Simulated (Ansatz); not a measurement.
Values for one crystal, relaxed and computed with r²SCAN in the plane-wave PAW code Ansatz; other levels are named.

- Volume per atom: 23.51 Å³
- Band gap: 0.79 eV (indirect)
- Smallest direct gap on the standard path: 0.96 eV
- Conduction-band minimum: on the Γ–Z line, 46 % of the way from Γ (k = 0.000, 0.000, 0.229 in fractions of the reciprocal vectors) (2 equivalent valleys)
- Formation energy from the elements (no fitted shifts): -0.72 eV/atom
- Valence-band maximum: on the Y–Γ line, 17 % of the way from Y (k = 0.000, 0.417, 0.000 in fractions of the reciprocal vectors)

### Question
Which of these materials gives this?
(A) CsNiPdF5, Imma (Pearson symbol oI32)
(B) Ta2Pd3Se8, Pbam (Pearson symbol oP26)
(C) CdSe, wurtzite
(D) TiSe2O6, P2_1/c (Pearson symbol mP18)

### Answer
B, Ta2Pd3Se8, Pbam (Pearson symbol oP26)

The workflow started from a Materials Project entry (that database holds measured and hypothetical structures alike); the Crystallography Open Database copy checked does not list it. Its standing as an ambient phase is unchecked. The r²SCAN relaxation kept the symmetry of its start; whether a distortion lowers the energy is not shown. The run is not spin-polarised. The references are the lowest solids computed at this level, not always the standard phases. Scalar-relativistic: spin–orbit coupling is off unless named, which matters more the heavier the elements.

Potentials: the later of the program's two PAW sets.
